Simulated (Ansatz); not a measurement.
**WS: which magnetic state is lowest?**

Method: Ansatz, DFT r2SCAN+U, scalar-relativistic, plane waves, PAW.

```
CELL_PARAMETERS angstrom
0.00000 2.95947 2.95947
2.95947 0.00000 2.95947
2.95947 2.95947 0.00000
ATOMIC_POSITIONS crystal
W 0.00000 0.00000 0.00000
S 0.25000 0.25000 0.25000
```

* plane-wave cutoff: 500 eV
* Γ-centred k-mesh: 12×12×12
* occupation rule: Gaussian smearing, 0.1 eV
* U_eff on Löwdin-orthogonalised atomic d orbitals: W 6.2 eV
* list of starting moments (μB, in atom order): 1 0
* check for lower electronic states after the SCF: on

Each order was relaxed in cell and atoms. A propagation vector, in units of the reciprocal vectors, doubles the cell, which takes an equally dense mesh. Spin–orbit coupling is left out, which for heavy magnetic ions can matter as much as these differences. r2SCAN tends to overstate moments in metals. Site moments are spin moments in atom-centred spheres that scale with the neighbour distance. The states are those that the runs reached from these starts; a lower one can exist.

Task: Starts tried: no spin; ferromagnetic; antiferromagnetic, doubled cell, propagation vector (0, 0, 1/2). Which state comes out lowest, and what are the moments?

Result: The lowest state is ferromagnetic, reached from the start “ferromagnetic”, with site moments (μB) W +2.76, S -0.29.

```csv
start,ends,energy above lowest (meV/atom),site moments (μB),gap on mesh (eV),volume (Å³/atom)
no spin,non-magnetic,583,none over 0.05,1.61,24.14
ferromagnetic,ferromagnetic,0.00,"W +2.76, S -0.29",metal,25.92
"antiferromagnetic, doubled cell, propagation vector (0, 0, 1/2)",antiferromagnetic,7.10,"W +2.54, S -0.22, W -2.54, S +0.22",metal,25.46
```

Cost: 3 runs of about 8.9 core-minutes in all, on Intel Xeon Platinum 8375C (Ice Lake) (shared hosts).